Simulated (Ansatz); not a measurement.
A geometry of CsPbBr3 away from equilibrium: step 2 of the relaxation of a randomly generated symmetric cell of CsPbBr3 (space group No. 47). Method: PBE (plane waves to 420 eV, PAW, scalar-relativistic; Ansatz, an electronic-structure program). Γ-centred k-mesh 5×4×3 on the run's cell (coarser than for final values), Fermi–Dirac smearing 0.05 eV. The plane waves were selected for a different cell earlier on the path.

```
CELL_PARAMETERS angstrom
      5.20753     0.00000     0.00000
      0.00000     5.64518     0.00000
      0.00000     0.00000     7.95087
ATOMIC_POSITIONS crystal
  Br 0.50000 0.00000 0.71182
  Br 0.50000 0.00000 0.28818
  Br 0.00000 0.00000 0.00000
  Cs 0.50000 0.50000 0.50000
  Pb 0.50000 0.00000 0.00000
```

Task: Give the Cartesian forces on all atoms (eV/Å).

Result: 
```csv
atom,Fx,Fy,Fz
Br1,0.00,0.00,-8.36
Br2,0.00,0.00,8.36
Br3,0.00,0.00,0.00
Cs4,0.00,0.00,0.00
Pb5,0.00,0.00,0.00
```

The path ends in Pmmm (No. 47). No spin polarisation in the result.

The run could not lose the symmetry of its start, so the end can be a saddle point.

The end of the path is a generated cell of CsPbBr3: the first start was made by a random draw of sites in a space group, and the end was not matched to a known phase here, so it may be hypothetical. Known forms of CsPbBr3 include space group No. 62, 221.
